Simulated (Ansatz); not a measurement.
Input, command and steps of an Ansatz relaxation.

```yaml
crystal:
  lattice:
    - [2.8093302527, 0.0, 0.0]
    - [-1.4046651264, 2.4329513665, 0.0]
    - [0.0, 0.0, 4.4532199672]
  atoms:
    - { symbol: Ti, position: [0.3333333333, 0.6666666667, 0.25] }
    - { symbol: Ti, position: [0.6666666667, 0.3333333333, 0.75] }
basis:
  ecutwfc: 420
kpoints:
  mp_grid: { grid: [18, 18, 10] }
hamiltonian:
  xc: pbesol
scf:
  occupations: { method: gaussian, width: 0.1 }
output:
  forces: true
  stress: true
  eigenvalues: true
relax:
  adjacent_minimum: "off"
  f_tol: 0.01
  max_steps: 30
  cell: { stress_tol: 0.1, fix: [volume] }
```

```bash
ansatz run input.yaml --threads 1 --pin off --max-ram 2560MiB --backend cpu --events-out ev --progress --plain --runs-dir out
```

Method: Ansatz 0.2.0, DFT PBEsol, scalar-relativistic, plane waves, PAW.

The volume is held at 0.91 times that of the relaxed cell.

Of 3 frames 3 are shown, positions in Å and forces in eV/Å; the SCF threshold varies from step to step. Steps run on the plane waves of an earlier cell, with a Pulay correction in the pressure. The basis is chosen afresh for the last frame, the zero of the energies, and at times for earlier ones too; energy and pressure step there, also at an unchanged geometry.

```xyz
2
Lattice="2.8093 0.0000 0.0000 -1.4047 2.4330 0.0000 0.0000 0.0000 4.4532" Properties=species:S:1:pos:R:3:forces:R:3 pbc="T T T" step=1 free_energy_over_end_meV_per_atom=0.01 pressure_GPa=13.30
Ti    0.0000    1.6220    1.1133    0.0000    0.0000    0.0000
Ti    1.4047    0.8110    3.3399    0.0000    0.0000    0.0000
2
Lattice="2.8084 0.0000 0.0000 -1.4042 2.4322 0.0000 0.0000 0.0000 4.4562" Properties=species:S:1:pos:R:3:forces:R:3 pbc="T T T" step=2 free_energy_over_end_meV_per_atom=0.00 pressure_GPa=13.30
Ti    0.0000    1.6214    1.1140    0.0000    0.0000    0.0000
Ti    1.4042    0.8107    3.3421    0.0000    0.0000    0.0000
2
Lattice="2.8084 0.0000 0.0000 -1.4042 2.4322 0.0000 0.0000 0.0000 4.4562" Properties=species:S:1:pos:R:3:forces:R:3 pbc="T T T" step=3 free_energy_over_end_meV_per_atom=0.00 pressure_GPa=13.30
Ti    0.0000    1.6214    1.1140    0.0000    0.0000    0.0000
Ti    1.4042    0.8107    3.3421    0.0000    0.0000    0.0000
```

Time: 15 s on 1 thread of Arm Neoverse V2 (shared host), peak memory 0.38 GiB.